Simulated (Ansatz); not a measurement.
Si:
```
Si
1.0
    1.91896     1.10791     9.48209
   -1.91896     1.10791     9.48209
    0.00000    -2.21582     9.48209
Si
6
Direct
  0.73591   0.73591   0.73591
  0.81932   0.81932   0.81932
  0.18068   0.18068   0.18068
  0.26409   0.26409   0.26409
  0.95863   0.95863   0.95863
  0.04137   0.04137   0.04137
```

Relaxed with r²SCAN.

Task: Map the electron localisation function on the plane through (0.736, 0.736, 0.736) spanned by u = [1, 0, 0] and v = [-1, 1, 1] in lattice vectors, from r²SCAN (plane waves, PAW; program Ansatz).

Result: x is the fraction of u, y of v (the angle between them is 38°; rows are the nearest grid lines); atoms in the plane: Si at (0.00, 0.00), Si at (0.17, 0.08), Si at (0.89, 0.44), Si at (0.06, 0.53), Si at (0.45, 0.22), Si at (0.61, 0.31).
```
y \ x   0.000  0.100  0.175  0.275  0.375  0.450  0.550  0.625  0.725  0.825  0.900   1.00
------  -----  -----  -----  -----  -----  -----  -----  -----  -----  -----  -----  -----
1.00    0.625  0.937  0.812  0.437  0.360  0.031  0.233  0.369  0.085  0.120  0.509  0.625
0.925   0.487  0.256  0.772  0.471  0.538  0.157  0.021  0.057  0.047  0.012  0.098  0.487
0.850   0.214  0.649  0.460  0.259  0.206  0.148  0.022  0.011  0.024  0.039  0.020  0.214
0.775   0.031  0.196  0.365  0.102  0.023  0.030  0.027  0.017  0.026  0.184  0.221  0.031
0.700   0.411  0.025  0.048  0.048  0.013  0.011  0.050  0.114  0.110  0.280  0.553  0.411
0.625   0.482  0.310  0.021  0.023  0.041  0.024  0.039  0.283  0.446  0.615  0.552  0.482
0.550   0.257  0.261  0.307  0.024  0.175  0.242  0.035  0.094  0.652  0.392  0.913  0.257
0.450   0.947  0.338  0.850  0.558  0.341  0.480  0.615  0.146  0.153  0.268  0.466  0.947
0.375   0.487  0.729  0.771  0.949  0.658  0.784  0.222  0.486  0.049  0.331  0.501  0.487
0.300   0.948  0.567  0.238  0.849  0.411  0.871  0.765  0.538  0.518  0.047  0.540  0.948
0.225   0.831  0.911  0.350  0.126  0.345  0.585  0.945  0.725  0.835  0.615  0.268  0.831
0.150   0.797  0.360  0.502  0.074  0.261  0.451  0.289  0.783  0.731  0.954  0.680  0.797
0.0750  0.823  0.860  0.589  0.501  0.033  0.249  0.641  0.436  0.251  0.822  0.729  0.823
0.000   0.625  0.937  0.812  0.437  0.360  0.031  0.233  0.369  0.085  0.120  0.509  0.625
```

The density is the valence pseudo-density with augmentation charge, so density and ELF within about 1 Å of a nucleus are not all-electron values.

Space group R-3m. The start of the workflow was typed in or built on a structure type; neither database checked (COD, Materials Project) lists it. It is not the phase usual at ambient conditions (space group No. 227). The r²SCAN relaxation kept the symmetry of its start; its stability against distortions is not shown here.

Potentials: the later of the program's two PAW sets.
